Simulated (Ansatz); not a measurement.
Mg₂Sn (fluorite or antifluorite type, Fm-3m), the program Ansatz at the PBE level (PAW), all energies at zero smearing, with the estimated change up to a 700 eV cutoff added, with one set of potentials and settings (totals compare only within such a set). Cell of 3 atoms (1 Sn, 2 Mg): -9872.393 eV.

```csv
element,reference phase,E (eV/atom)
Sn,"Fd-3m, 2 atoms in the cell",-6024.2128
Mg,"P6_3/mmc, 2 atoms in the cell",-1923.8026
```

Formation energy per atom, worked out: (-9872.393 − 1×(-6024.2128) − 2×(-1923.8026))/3 = -0.192 eV/atom (-18 kJ per mol of atoms), at 0 K, without zero-point energy or fitted corrections.

The PBE relaxation kept the symmetry of its start. The references are the lowest solids computed at this level, not always the standard phases. Spin–orbit coupling is left out wherever it is not named.

Potentials: the later of the program's two PAW sets.
